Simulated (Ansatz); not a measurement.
GaSb:
Space group Fm-3m (No. 225); a = 5.696 Å, b = 5.696 Å, c = 5.696 Å, α = 90.00°, β = 90.00°, γ = 90.00°

```csv
atom,site,symmetry,x,y,z
Sb,4a,m-3m,0.0000,0.0000,0.0000
Ga,4b,m-3m,0.5000,0.5000,0.5000
```
(The calculation used a cell of 2 atoms; values per cell refer to that cell.)

Relaxed with PBEsol.

**Question.** Decompose the optical modes at the zone centre into irreducible representations, and say which are infrared and Raman allowed.

**Answer.** Point group m-3m: Γ_opt = T1u. Infrared: T1u. Raman: none.

**Question.** Assign frequencies (DFPT, PBEsol in the plane-wave PAW code Ansatz).

**Answer.** T1u 121 cm⁻¹.

The start of the workflow was typed in or built on a structure type; neither database checked (COD, Materials Project) lists it. It is not the phase usual at ambient conditions (space group No. 216). The PBEsol relaxation kept the symmetry of its start; of distortions, only those at the zone centre were tested. As this level gives no gap, phonon frequencies hold no LO–TO term and depend on the k-mesh and smearing (Fermi–Dirac, 0.1 eV here). Scalar-relativistic: spin–orbit coupling is off unless named, which matters more the heavier the elements.

Potentials: the later of the program's two PAW sets.
